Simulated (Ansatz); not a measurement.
In$_{2}$Ag in space group I4/mcm (No. 140; In on 8h, Ag on 4a), DFT-PBEsol in the program Ansatz with PAW potentials, all energies at zero smearing, with the estimated change up to a 700 eV cutoff added, with one set of potentials and settings (totals compare only within such a set). Cell of 6 atoms (4 In, 2 Ag): -37146.493 eV.

| element | reference phase | E (eV/atom) |
|---|---|---|
| In | I4/mmm, 1 atoms in the cell | -5525.4106 |
| Ag | P6_3/mmc, 4 atoms in the cell | -7522.2452 |

Formation energy per atom, worked out: (-37146.493 − 4×(-5525.4106) − 2×(-7522.2452))/6 = -0.060 eV/atom (-6 kJ per mol of atoms), at 0 K, without zero-point energy or fitted corrections.

The workflow started from an entry of the Crystallography Open Database (COD). Its standing as an ambient phase is unchecked. The PBEsol relaxation kept the symmetry of its start; its stability against distortions is not shown here. No spin polarisation was allowed. The references are the lowest solids computed at this level, not always the standard phases.

Potentials: the later of the program's two PAW sets.
